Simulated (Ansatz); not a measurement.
BaZrO3 (started from an entry of an open crystallographic database), relaxed with r2SCAN: 5 runs in the plane-wave code Ansatz, each a construction of maximally localised Wannier functions. It is cubic, Pm-3m (No. 221); conventional cell a = 4.205 Å, 14.87 Å³ an atom. Ba has 12 O at 2.97 Å; Zr has 6 O at 2.10 Å; O has 2 Zr at 2.10 Å and 4 Ba at 2.97 Å. The values are computed, spin-unpolarised, and not measurements.

```yaml
crystal:
  lattice:
    - [4.20535, 0.00000, 0.00000]
    - [0.00000, 4.20535, 0.00000]
    - [0.00000, 0.00000, 4.20535]
  atoms:
    - { symbol: Ba, position: [0.00000, 0.00000, 0.00000] }
    - { symbol: Zr, position: [0.50000, 0.50000, 0.50000] }
    - { symbol: O, position: [0.00000, 0.50000, 0.50000] }
    - { symbol: O, position: [0.50000, 0.00000, 0.50000] }
    - { symbol: O, position: [0.50000, 0.50000, 0.00000] }
```

Windows count from the top of the filled bands; a dash means that no such window was set (without an outer window there is no disentanglement). Rows marked drawn have settings drawn at random (some not listed).

```csv
functional,SCF mesh,trial orbitals,functions,mesh,window (eV),frozen (eV),settings,Ω total (Å²),Ω invariant (Å²),largest spread (Å²),least projectability,"interpolation miss of the model's filled bands (eV, to the nearest computed level)"
PBE,6×6×6,"O s, O p",12,4×4×4,–,–,chosen,13.19,11.91,1.31,0.85,0.027
PBE,6×6×6,O p,9,4×4×4,–,–,chosen,12.11,12.03,1.42,0.85,0.028
r2SCAN,6×6×6,"O s, O p",12,4×4×4,–,–,chosen,12.72,11.43,1.25,0.85,0.023
PBE,6×6×6,"Zr d, O p (plain search)",14,4×4×4,-10.0 to +12.2,-6.0 to +4.2,drawn,16.67,16.37,1.52,0.50,0.010
```

Problem. Estimate from these rows what the further settings give.
```json
{"functional": "PBE", "SCF mesh": "6×6×6", "trial orbitals": "O s, O p", "functions": "12", "mesh": "6×6×6", "window (eV)": "–", "frozen (eV)": "–", "settings": "chosen"}
```

Solution.

| functional | SCF mesh | trial orbitals | functions | mesh | window (eV) | frozen (eV) | settings | Ω total (Å²) | Ω invariant (Å²) | largest spread (Å²) | least projectability | interpolation miss of the model's filled bands (eV, to the nearest computed level) |
| --- | --- | --- | --- | --- | --- | --- | --- | --- | --- | --- | --- | --- |
| PBE | 6×6×6 | O s, O p | 12 | 6×6×6 | – | – | chosen | 13.75 | 12.47 | 1.37 | 0.84 | 0.005 |

For O s, O p with PBE the spread goes 13.19 Å² (4×4×4), 13.75 Å² (6×6×6): finite differences on a coarse mesh understate it.

The runs are scalar-relativistic, without spin-orbit coupling.
